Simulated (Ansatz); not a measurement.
Method: DFT PBE, scalar-relativistic, plane waves, PAW in Ansatz. Cutoff 420 eV, Γ-centred meshes of about 0.25 Å⁻¹ or finer for metals and 0.3 Å⁻¹ for insulators (2π included), Gaussian smearing. No spin polarisation.

These are static total energies at zero pressure.

Two relaxed structures of AlIn3Sb2N2:

A. Space group P3m1 (No. 156), trigonal, a = 3.299 Å, c = 18.075 Å. Al has 4 N at 1.88–1.98 Å; In on its first site is surrounded by 1 N at 2.27 Å, 6 In at 3.30 Å, 3 Al at 3.39 Å and 3 Sb at 3.63 Å; In on its second site has 1 Sb at 3.07 Å and 6 In at 3.30 Å; Sb on its first site has 1 In at 3.07 Å, 6 Sb at 3.30 Å and 3 In at 3.63 Å; around N on its first site lie 3 Al at 1.98 Å and 1 In at 2.27 Å; 3 more sites not described.

B. Space group Pmn2_1 (No. 31), orthorhombic, a = 7.093 Å, b = 7.412 Å, c = 6.881 Å. Al is surrounded by 2 N at 1.89 Å and 2 Sb at 2.75–2.78 Å; around In on a site of symmetry 1 lie 2 N at 2.24–2.25 Å and 2 Sb at 2.91–2.95 Å; In on a site of symmetry m is surrounded by 2 N at 2.26 Å and 2 Sb at 2.85–2.90 Å; around Sb on its first site lie 1 Al at 2.75 Å and 3 In at 2.90–2.91 Å; N has 1 Al at 1.89 Å and 3 In at 2.24–2.26 Å; 1 more site not described.

Question: Which would you expect to be lower, and how large is the difference?

Answer: A is lower, by 190 meV/atom. A has space group P3m1 (No. 156), 21.3 Å³/atom and no gap on its mesh; B has space group Pmn2_1 (No. 31), 22.6 Å³/atom and no gap. Counting N or Sb atoms around Al and In (for each partner element, those within 1.25 times its shortest distance or 1.15 times the sum of covalent radii, where it is the nearest in units of that sum or under 1.3; a plus sign parts groups by distance over the sum of covalent radii; a slash parts the counts of unlike sites), A has Al 4, In 1/1+3/4 and B has Al 4, In 4. Both come from trial cells of a structure search, whose lowest cell (Cm, 21.1 Å³/atom) lies 35 meV/atom below the lower of the two.

Weakly bound directions are ill-defined at this level, which has no dispersion term (P3m1), and this can change margins and order among such cells. Spin–orbit coupling, which can matter for Sb, is left out. With atoms moved at random, A (by 35 meV/atom) fell into a lower structure. B had no clear such test and can be a saddle point. Some types were kept out of the candidates beforehand, so the set may lack a known form.
